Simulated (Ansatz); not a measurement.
YSi₂Pd₂:
```cif
data_Pd2Si2Y
_chemical_formula_sum 'Y1 Pd2 Si2'
_space_group_name_H-M_alt 'P 1'
_space_group_IT_number 1
_cell_length_a 5.76103
_cell_length_b 5.76103
_cell_length_c 5.76103
_cell_angle_alpha 137.949
_cell_angle_beta 137.949
_cell_angle_gamma 60.981
loop_
_space_group_symop_operation_xyz
  'x, y, z'
loop_
_atom_site_label
_atom_site_type_symbol
_atom_site_fract_x
_atom_site_fract_y
_atom_site_fract_z
_atom_site_occupancy
Y1 Y 0.00000 0.00000 0.00000 1
Pd1 Pd 0.75000 0.25000 0.50000 1
Pd2 Pd 0.25000 0.75000 0.50000 1
Si1 Si 0.38296 0.38296 0.00000 1
Si2 Si 0.61704 0.61704 0.00000 1
```

Relaxed with r²SCAN.

Q: Tabulate the valence density and the electron localisation function along the shortest Pd–Si contact (2.45 Å), plane-wave PAW r²SCAN (Ansatz code).

A: 

| distance from Pd (Å) | density (e/Å³) | ELF |
|---|---|---|
| 0.25 | 12.78 | 0.34 |
| 0.37 | 11.10 | 0.45 |
| 0.49 | 8.46 | 0.52 |
| 0.61 | 5.43 | 0.53 |
| 0.74 | 2.90 | 0.48 |
| 0.86 | 1.44 | 0.39 |
| 0.98 | 0.82 | 0.30 |
| 1.10 | 0.58 | 0.29 |
| 1.23 | 0.47 | 0.38 |
| 1.35 | 0.44 | 0.53 |
| 1.47 | 0.44 | 0.65 |
| 1.59 | 0.44 | 0.69 |
| 1.72 | 0.42 | 0.63 |
| 1.84 | 0.36 | 0.48 |
| 1.96 | 0.26 | 0.32 |
| 2.08 | 0.17 | 0.24 |
| 2.21 | 0.09 | 0.31 |

The density is the valence pseudo-density with augmentation charge, so density and ELF within about 1 Å of a nucleus are not all-electron values.

Space group I4/mmm. The workflow started from an entry of the Crystallography Open Database (COD). Whether it is the stable phase at ambient conditions was not checked. The cell was relaxed with r²SCAN under the symmetry of its start; its stability against distortions is not shown here. The run is not spin-polarised.

Potentials: the later of the program's two PAW sets.
